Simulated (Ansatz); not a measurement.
A generator proposed this cell of Hf3B.

Space group Pm-3n (No. 223). a = 4.922 Å, b = 4.922 Å, c = 4.922 Å, α = 90.00°, β = 90.00°, γ = 90.00°
```json
{"atom": "Hf", "site": "6c", "symmetry": "-4m.2", "x": "0.2500", "y": "0.0000", "z": "0.5000"}
{"atom": "B", "site": "2a", "symmetry": "m-3.", "x": "0.0000", "y": "0.0000", "z": "0.0000"}
```

All numbers below come from Ansatz, DFT PBE, scalar-relativistic, plane waves, PAW. Settings: cutoff 420 eV, Γ-centred mesh 4×4×4 on the computed 8-atom cell, Gaussian smearing of 0.10 eV; no spin polarisation.

The zero of energy is the elements' standard structures at the same level; no fitted shifts are applied.

Question: Estimate its pressure, forces and energy as it stands.

Answer: The pressure is 32.3 GPa (it wants to expand), the largest force is 0.00 eV/Å (symmetry fixes the atoms), and the energy is +0.62 eV/atom against the elements. The shortest distance is 2.46 Å.

Question: Is it a good guess?

Answer: A rough one: relaxing gains about 0.26 eV/atom (the start's value is from the coarse mesh, so the gain is rough) in 9 ionic steps and ends at +0.36 eV/atom on the finer mesh. The symmetry stays Pm-3n (No. 223). The end has the A15 type. The volume per atom grows by 20.4 %, from 14.9 to 18.0 Å³. The shortest distance goes from 2.46 Å (Hf–Hf) to 2.62 Å (Hf–Hf). Conventional cell: a = 5.237 Å. Around Hf lie 2 Hf at 2.62 Å, 4 B at 2.93 Å and 8 Hf at 3.21 Å; around B lie 12 Hf at 2.93 Å.

The last run used an 8×8×8 mesh for its 8-atom cell and Gaussian smearing of 0.10 eV. These runs have no spin–orbit coupling, which can matter for Hf. The relaxation can't lower the symmetry of the start, and the grade says only how near the guess is to its own end. Symmetry constrained the relaxation, so the result can be a saddle point.
